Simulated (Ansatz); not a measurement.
CuAu: frozen-core PAW against all-electron methods

```
Cu Au
1.0
     2.80000    0.00000    0.00000
     0.00000    2.80000    0.00000
     0.00000    0.00000    3.70670
Cu Au
1 1
Direct
  0.50000 0.50000 0.50000
  0.00000 0.00000 0.00000
```

Atom numbers follow the list: Cu1, Au2.

The conventional cell has a = 2.800 Å, b = 2.800 Å, c = 3.707 Å, α = 90.00°, β = 90.00°, γ = 90.00°. Cu (atom 1) has 8 Au at 2.71 Å and 4 Cu at 2.80 Å as nearest neighbours. Au (atom 2) is surrounded by 8 Cu at 2.71 Å and 4 Au at 2.80 Å.

The cell is COD entry 9004223, as deposited and not checked against the literature; nothing was relaxed. The listed cell was then made from it by scaling, straining or moving an atom.

Spin–orbit coupling is left out, though it moves levels of the heavy atoms by tenths of an eV or more.

Levels of theory: DFT, PBEsol, PAW with Ansatz's default frozen-core files, scalar-relativistic (Ansatz 0.2.0); DFT, PBEsol, all-electron PAW with datasets made for the crystal, scalar-relativistic (Ansatz 0.2.0); DFT, PBEsol, all-electron LAPW, scalar-relativistic (Ansatz 0.2.0).

For PAW: a Γ-centred 13×13×10 k mesh, Fermi–Dirac smearing of 0.05 eV, cutoff 420 eV, no spin polarisation; the PAW files were made with PBE, and the program remakes their frozen cores for this functional. The crystal-made all-electron datasets (AE datasets) take a cutoff of 280 eV at this cell. LAPW targets a basis error of 0.25 meV/atom. The Ansatz runs share mesh, smearing and spin set-up. Plane-wave (PAW) pressures include the program's estimate of the Pulay term.

Stress and pressure are positive in compression.

No spin–orbit coupling: at heavy atoms the gradients can be off by tens of per cent for that reason.

In a metal, gradients converge slowly with the k mesh: the values move by tens of per cent from one mesh to another, at times in sign, so only the comparison on one mesh counts.

| quantity | PAW | AE datasets | LAPW |
| --- | --- | --- | --- |
| pressure (GPa) | -3.52 | -3.52 | -3.52 |
| stress xx (GPa) | -3.49 | -3.50 | -3.50 |
| stress zz (GPa) | -3.57 | -3.57 | -3.57 |
| field gradient Vzz at Cu1 (10²¹ V/m²) | -1.10 | -1.11 | – |
| field gradient Vzz at Au2 (10²¹ V/m²) | ? | ? | – |

Problem. Fill in "AE datasets" for the row "field gradient Vzz at Au2 (10²¹ V/m²)".

Solution. 5.59.

Problem. Give the missing entry: row "field gradient Vzz at Au2 (10²¹ V/m²)", column "PAW".

Solution. 5.49.
